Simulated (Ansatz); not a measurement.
Total density of states per atom from r²SCAN (plane waves, PAW; program Ansatz), in 0.25 eV bins, energy from the valence-band maximum:

```
E (eV) | states/eV/atom
    -7.85 |  0.00
    -7.60 | #### 0.11
    -7.35 | ########## 0.27
    -7.10 | ############ 0.32
    -6.85 | ################ 0.43
    -6.60 | ############## 0.39
    -6.35 | ######### 0.23
    -6.10 | ############# 0.36
    -5.85 | ############## 0.38
    -5.60 | ######### 0.24
    -5.35 | ################ 0.43
    -5.10 | ############### 0.42
    -4.85 | ################## 0.49
    -4.60 | ################ 0.44
    -4.35 | ################ 0.42
    -4.10 | ############ 0.32
    -3.85 | ############## 0.39
    -3.60 | ############### 0.41
    -3.35 | ################# 0.46
    -3.10 | ################### 0.52
    -2.85 | ################# 0.48
    -2.60 | #################### 0.56
    -2.35 | ##################### 0.57
    -2.10 | ######################## 0.66
    -1.85 | ############################# 0.79
    -1.60 | ########################### 0.73
    -1.35 | ######################## 0.66
    -1.10 | ############################# 0.78
    -0.85 | ###################### 0.61
    -0.60 | ############################## 0.82
    -0.35 | #################### 0.55
    -0.10 | ##### 0.13
     0.15 |  0.00
     0.40 |  0.00
     0.65 |  0.00
     0.90 |  0.00
     1.15 |  0.00
     1.40 |  0.00
     1.65 |  0.00
     1.90 |  0.00
     2.15 |  0.00
     2.40 |  0.00
     2.65 |  0.00
     2.90 |  0.01
     3.15 |  0.01
     3.40 | # 0.01
     3.65 | # 0.02
     3.90 | # 0.03
     4.15 | ### 0.07
     4.40 | ### 0.09
     4.65 | #### 0.11
     4.90 | ##### 0.14
     5.15 | ######### 0.24
     5.40 | ############ 0.33
     5.65 | ########## 0.27
     5.90 | ######### 0.24
     6.15 | # 0.03
     6.40 | # 0.03
     6.65 | ## 0.06
     6.90 | #### 0.11
     7.15 | ######## 0.22
```

Q: Pick the material that matches.
A) Ga, P2_1/m (Ga on 2e)
B) Mg3SnO, anti-perovskite
C) Ga2O3, Cmcm (Ga on 4c, Ga on 4a, O on 8f, O on 4c)
D) ZrTa, Cmcm (Zr on 4c, Ta on 4c)

A: C, Ga2O3, Cmcm (Ga on 4c, Ga on 4a, O on 8f, O on 4c). Top 1 eV of the valence band: O 2p 97 %. Bottom 1 eV of the conduction band: Ga 4s 47 %, O 2s 30 %, O 2p 16 %, Ga 4p 6 %. Projections are on Löwdin-orthogonalised atomic valence shells; empty p or d shells of many metals are not among them.

The workflow started from a Materials Project entry (that database holds measured and hypothetical structures alike); the Crystallography Open Database copy checked does not list it. It is not the phase usual at ambient conditions (space group No. 12, 167). Symmetry was held in the r²SCAN relaxation. At this level the phase is dynamically unstable (imaginary phonons). Spin–orbit coupling is left out wherever it is not named.

Potentials: the earlier of the program's two PAW sets. The files were generated under PBE; for other functionals the program regenerates the frozen cores, and for LDA and PBEsol the local potential too.
